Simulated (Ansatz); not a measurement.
Computed with Ansatz, DFT PBE, scalar-relativistic, plane waves, PAW. Settings: cutoff 420 eV, Γ-centred meshes spaced at most about 0.3 Å⁻¹, and about 0.25 Å⁻¹ or finer for metals (2π included), Gaussian smearing. Collinear spin in cells that started with moments and kept them past the coarse steps, no spin elsewhere.

These are static total energies at zero pressure. All come from trial cells, and lower structures may exist.

Question: Order these relaxed structures of ScIn4 by energy, lowest first, with the energy over the lowest of them.
A.

```xyz
5
Lattice="5.6473 0.0000 0.0000 0.0000 5.6473 0.0000 0.0000 0.0000 5.6473" Properties=species:S:1:pos:R:3 pbc="T T T"
Sc    0.0000    0.0000    0.0000
In    2.8236    0.0000    0.0000
In    0.0000    2.8236    0.0000
In    0.0000    0.0000    2.8236
In    2.8236    2.8236    2.8236
```

B.

```xyz
5
Lattice="-3.3877 3.3877 3.3877 3.3877 -3.3877 3.3877 3.3877 3.3877 -3.3877" Properties=species:S:1:pos:R:3 pbc="T T T"
Sc    0.0000    0.0000    0.0000
In    1.6938    1.6938   -1.6938
In    1.6938   -1.6938    1.6938
In   -1.6938    1.6938    1.6938
In    1.6938    1.6938    1.6938
```

C.

```xyz
5
Lattice="5.4258 0.0000 0.0000 0.0000 5.4258 0.0000 0.0000 0.0000 5.4258" Properties=species:S:1:pos:R:3 pbc="T T T"
Sc    2.7129    2.7129    2.7129
In    4.3437    4.3437    4.3437
In    1.0821    1.0821    4.3437
In    1.0821    4.3437    1.0821
In    4.3437    1.0821    1.0821
```

D.

```xyz
5
Lattice="4.3550 0.0000 0.0000 2.1502 5.2940 0.0000 2.1417 0.3342 5.3501" Properties=species:S:1:pos:R:3 pbc="T T T"
Sc    3.2484    0.1671    2.6751
In    5.4048    1.3312    4.8273
In    3.2298    3.3849    3.6835
In    5.4171    2.2433    1.6666
In    3.2421    4.2970    0.5228
```

Answer: D (0 meV/atom), B (209 meV/atom), C (387 meV/atom), A (555 meV/atom). Forms: D Sc and In ordered on fcc sites, P-1; B Im-3m; C P-43m; A Pm-3m. Counting all near atoms (those within 1.25 times the shortest distance at each site; a plus sign parts nearer from farther groups; a slash parts the counts of unlike sites): D has Sc 12, In 12; B has Sc 8, In 2+6; C has Sc 4, In 4; A has Sc 6, In 2/12+8.

Cells relaxed within their symmetry can be saddle points. The P-1 cell of ScIn4 came from shaking the P-43m one. Some candidate types were left out of the draw beforehand, so a known form may be missing.
